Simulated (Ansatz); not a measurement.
C in space group Ia-3 (No. 206; C on 16c), r²SCAN in the plane-wave PAW code Ansatz. The conduction-band minimum lies at H, with 1 equivalent valley. Second derivatives d²E/dk² of the lowest band at one valley (eV·Å²), along Cartesian directions:

```
direction  d²E/dk²
---------  -------
[100]        18.72
[010]        18.72
[001]        18.72
[110]        18.72
[101]        18.72
[011]        18.72
```

Find the principal effective masses, the density-of-states mass and the conductivity mass.

Off-diagonal terms follow from H_xy = H[110] − (H_xx + H_yy)/2, and m*/mₑ = 7.620 eV·Å² over each eigenvalue: 0.41, 0.41, 0.41. One valley's DOS mass (m₁m₂m₃)^(1/3) = 0.41, conductivity mass 3/(Σ 1/mᵢ) = 0.41 mₑ.

What effective density of states Nc follows at 300 K for parabolic valleys?

Nc = 2.509e19 × 1 × (0.41)^(3/2) ≈ 6.6e18 cm⁻³.

The start of the workflow was typed in or built on a structure type; neither database checked (COD, Materials Project) lists it. It is not the phase usual at ambient conditions (space group No. 194, 227). Symmetry was held in the r²SCAN relaxation; whether a distortion lowers the energy is not shown.

Potentials: the later of the program's two PAW sets.

Edges and masses are those of Kohn–Sham bands, whose gap is no quasiparticle gap.
